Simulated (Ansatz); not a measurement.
CdSe (rock salt, space group No. 225) at seven volumes, LDA in the plane-wave PAW code Ansatz, scaled uniformly. One row is withheld.

```
V (Å³/atom)  P (GPa)
-----------  -------
19.596          9.27
20.242          5.63
20.889          2.57
21.535         -0.01
22.181         -2.17
22.827         -3.98
23.473             ?
```

### Question
Fit the shown pressures and predict the withheld one.

### Answer
Third-order Birch–Murnaghan: P = (3/2)B₀(x^(7/2) − x^(5/2))[1 + (3/4)(B′ − 4)(x − 1)] with x = (V₀/V)^(2/3). Least squares on the six rows gives V₀ = 21.534 Å³/atom, B₀ = 78.48 GPa, B′ = 4.77. At V = 23.473, x = 0.9441 and P = -5.51 GPa. The run itself gave -5.50 GPa.

Space group Fm-3m (rock salt). This is a known high-pressure phase of the composition, computed here at zero pressure and temperature. The LDA relaxation kept the symmetry of its start; its stability against distortions is not shown here.

Potentials: the later of the program's two PAW sets.
